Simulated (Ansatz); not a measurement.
Computed with Ansatz (plane waves, PAW, 420 eV cutoff): PBE, scalar-relativistic, no spin polarisation, 10×10×10 k-mesh, Gaussian smearing of 0.05 eV. The datasets are Ansatz's generated set soft_2.

The calculation on XS, where X is one element, gave:

- Space group: Pm-3m (No. 221)
- Conventional cell: a = 3.580 Å, b = 3.580 Å, c = 3.580 Å, α = 90.00°, β = 90.00°, γ = 90.00°
- Volume: 22.94 Å³/atom
- Band gap: zero (metallic)
- Density of states at the Fermi level: 0.55 states/(eV·atom)
- Bader charges: X 0.87; S -0.87 e
- Formation energy from the elements (0 K, uncorrected): 0.02 eV/atom
- Bulk modulus (Birch–Murnaghan): 73 GPa

Sites: X on 1a, S on 1b.

**Question.** Which element is X?
A. At
B. Bi
C. Tl
D. Pb

**Answer.** B. X is Bi, so the compound is BiS.

The cell came from substitution into a structure type; whether the compound takes it is for experiment to say.

Spin–orbit coupling, which matters for such heavy elements, is left out. The cell is a metal with an odd number of electrons, and spin polarisation wasn't tried.
